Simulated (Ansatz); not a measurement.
VSi₂, in the lowest of the structures calculated here: P6₂22 (No. 180), hP9; a = b = 4.5661 Å, c = 6.3662 Å, α = β = 90.00°, γ = 120.00°; V 3c (0.500, 0.000, 0.000); Si 6i (0.163, 0.326, 0.000). Computed with PBE (plane waves to 420 eV, PAW, scalar-relativistic; Ansatz, a quantum-chemistry and plane-wave program). Element references, the lowest calculated here: V (Im-3m), Si (Fd-3m).

Question: Predict the formation energy of this P6₂22 form of VSi2 from the elements from PBE.

Answer: -0.48 eV/atom.

Static energies, no anion corrections, no zero-point energy. Values are rounded to 0.01 eV/atom. The compounds carry no spin polarisation. The relaxed primitive cell holds an odd number of electrons. A magnetic state may lie lower.
